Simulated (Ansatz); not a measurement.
**Ba₂ZrS₄: pressure against volume**

Ba₂ZrS₄, I4/mmm, a = 4.883 Å, c = 15.438 Å. The structure is a Materials Project entry; whether it is the stable form wasn't checked. Ansatz: LDA, PAW, 420 eV, Γ-centred 10×10×10 mesh on 7 atoms, Gaussian smearing 0.02 eV; no spin polarisation. Shape and atoms are relaxed at each volume; pressure is positive in compression.

```
V (Å³/atom) P (GPa)
     24.717     4.70
     25.506        ?
     26.295    -0.01
     27.084    -1.85
     27.873    -3.40
```

Problem. Take V0 = 26.295 Å³/atom, count pressures from its P0 = -0.01 GPa, fit the third-order Birch–Murnaghan form to the other rows, and predict the missing pressure.

Solution. With the Eulerian strain f = ½[(V0/V)^(2/3) − 1] and y = (P − P0)/[3f(1 + 2f)^(5/2)], the form is the line y = B0 + 1.5 B0 (B0′ − 4) f. Rows (f, y): 0.02106, 67.2; -0.00976, 66.0; -0.01905, 65.4. Means f = -0.002583, y = 66.200; Σ(Δf)² = 0.0008817, ΣΔfΔy = 0.03825; the slope is their ratio. y = 66.31 + 43.39 f GPa, so B0 = 66.3 GPa and B0′ = 4 + 2 × (43.39)/(3 × 66.31) = 4.44. At V = 25.506, f = 0.01026, y = 66.76 and P = 2.15 GPa. The run gave 2.15 GPa, the same to the digits shown.

Cost: 5 runs of about 13 core-minutes in all, on Intel Xeon Platinum 8375C (Ice Lake) (shared hosts).